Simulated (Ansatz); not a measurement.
MgS:
```
CELL_PARAMETERS angstrom
      0.00000     2.59096     2.59096
      2.59096     0.00000     2.59096
      2.59096     2.59096     0.00000
ATOMIC_POSITIONS crystal
  Mg 0.50000 0.50000 0.50000
  S  0.00000 0.00000 0.00000
```

Relaxed with PBEsol. Special points in fractions of this cell's reciprocal vectors: Γ (0.000, 0.000, 0.000); X (0.500, 0.000, 0.500); U (0.625, 0.250, 0.625); K (0.375, 0.375, 0.750); L (0.500, 0.500, 0.500); W (0.500, 0.250, 0.750).

Problem. List the band energies nearest the valence-band maximum at these points for PBEsol (plane waves, PAW; program Ansatz).

Solution. In eV from the valence-band maximum; about four levels below and three above (degenerate sets whole), none deeper than 8.9 eV; points with the same levels are listed once.

```json
[
 {"k": "Γ", "below": "0.00 0.00 0.00", "above": "3.69 7.81 7.81 7.81"},
 {"k": "X", "below": "-4.31 -1.73 -1.73", "above": "2.73 4.20 11.99"},
 {"k": "U", "below": "-3.81 -3.28 -1.40", "above": "3.83 6.60 9.65"},
 {"k": "L", "below": "-4.96 -0.61 -0.61", "above": "4.41 6.81 6.81"},
 {"k": "W", "below": "-3.33 -3.33 -2.43", "above": "5.25 7.83 7.83"}
]
```

Space group Fm-3m (rock salt). The PBEsol relaxation kept the symmetry of its start; phonons on a q-mesh show no instability.

Potentials: the later of the program's two PAW sets.
